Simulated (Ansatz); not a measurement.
Here is the system:

ScAl$_{3}$ (Cu3Au type)

```
ScAl3
1.0
    4.10550     0.00000     0.00000
    0.00000     4.10550     0.00000
    0.00000     0.00000     4.10550
Al Sc
3 1
Direct
  0.00000   0.50000   0.50000
  0.50000   0.50000   0.00000
  0.50000   0.00000   0.50000
  0.00000   0.00000   0.00000
```

In this cell atom 1 (Al, nearest neighbour Al at 2.903 Å; its periodic images, 4.1 Å or more away, move with it) is moved by s along Cartesian [111], unit vector (0.577, 0.577, 0.577); all other atoms and the cell stay fixed.

Method: PBE (plane waves to 420 eV, PAW, scalar-relativistic; Ansatz, a quantum-chemistry and plane-wave program). k mesh 9×9×9 (Γ-centred), Fermi-Dirac smearing 0.05 eV. Energies are smeared free energies. With partly filled bands, energies and forces of such displacements shift with the k mesh and the smearing. ScAl3 is run without spin polarisation. ScAl3 was relaxed with its symmetry unable to fall. ΔE is measured from the undisplaced structure.

The scan covers s from -0.290 to 0.290 Å in 11 points.

**Question.** Is this a single well or a double well?

**Answer.** A single well with its minimum at or next to zero displacement.

**Question.** Is the energy the same for equal positive and negative displacements?

**Answer.** Even: the same for both signs. With its periodic images moving along, the atom's site symmetry in this cell is 4/mmm.

**Question.** What is the force constant k = d²E/ds² of this move at s = 0?

**Answer.** 5.60 eV/Å².

(A displaced cell: forces are minus the slopes of the energy, force constants its curvatures, and phonons follow from these.)
